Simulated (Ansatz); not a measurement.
CaSe (rock salt, Fm-3m), PBEsol (plane waves, PAW; program Ansatz). The conduction-band minimum lies at X, with 3 equivalent valleys. Second derivatives d²E/dk² of the lowest band at one valley (eV·Å²), along Cartesian directions:

```
direction  d²E/dk²
---------  -------
[100]        5.463
[010]        28.16
[001]        28.16
[110]        16.81
[101]        16.81
[011]        28.14
```

Question: Find the principal effective masses, the density-of-states mass and the conductivity mass.

Answer: Off-diagonal terms follow from H_xy = H[110] − (H_xx + H_yy)/2, and m*/mₑ = 7.620 eV·Å² over each eigenvalue: 0.27, 0.27, 1.4. One valley's DOS mass (m₁m₂m₃)^(1/3) = 0.47, conductivity mass 3/(Σ 1/mᵢ) = 0.37 mₑ.

Question: What effective density of states Nc follows at 300 K for parabolic valleys?

Answer: Nc = 2.509e19 × 3 × (0.47)^(3/2) ≈ 2.4e19 cm⁻³.

Symmetry was held in the PBEsol relaxation. Spin–orbit coupling is left out wherever it is not named.

Potentials: the later of the program's two PAW sets.

Edges and masses are those of Kohn–Sham bands, whose gap is no quasiparticle gap.
